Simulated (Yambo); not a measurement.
Yambo run on LiTaS$_{2}$ (space group P6_3/mmc, No. 194). The wavefunctions are norm-conserving LDA (Quantum ESPRESSO, 74 Ry, no spin-orbit coupling) ones on a 6×6×1 mesh (28 occupied bands); a = b = 3.3486 Å, c = 12.8881 Å, α = β = 90.00°, γ = 120.00°.

Yambo input:

```
rim_cut
gw0
dyson
el_el_corr
HF_and_locXC
ppa
em1d
RandQpts= 1000000
RandGvec= 1 Ry
EXXRLvcs= 74 Ry
VXCRLvcs= 296 Ry
Chimod= "HARTREE"
% BndsRnXp
 5 | 144 |
%
NGsBlkXp= 7 Ry
% LongDrXp
 1.0 | 1.0 | 1.0 |
%
PPAPntXp= 27.2114 eV
% GbndRnge
 1 | 144 |
%
GTermKind= "BG"
DysSolver= "n"
ExtendOut
% QPkrange
 1 | 1 | 28 | 29 |
 5 | 5 | 29 | 29 |
%
```

k points by index: 1 = Γ, 5 = (0.167, 0.167, 0).

Table of the .qp output:

```
#    K-point    Band    Eo [eV]    E [eV]    E-Eo [eV]    Vxc [eV]    Vnlxc [eV]    Sc|Eo [eV]    Sc|E [eV]    dSc/dw|Eo [eV]    Re(Z)    Im(Z)
#
    1    28    0.000000    0.204535    0.204535    -14.59440    -14.14700    -0.189650    -0.242861    -7.079796    0.793537    -0.001317
    1    29    1.704728    2.166286    0.461558    -14.35389    -9.942642    -3.826293    -3.949693    -7.273460    0.789080    -0.001366
    5    29    0.694786    1.226133    0.531347    -13.26825    -8.956181    -3.648062    -3.780726    -6.792789    0.800234    -0.001302
```
(The two width columns are left out.) Convergence of these settings isn't established.

Geometry of the Materials Project entry, not relaxed at this level.

The structure is a Materials Project entry; no match was found in the copy of COD used, and its stability was not checked.
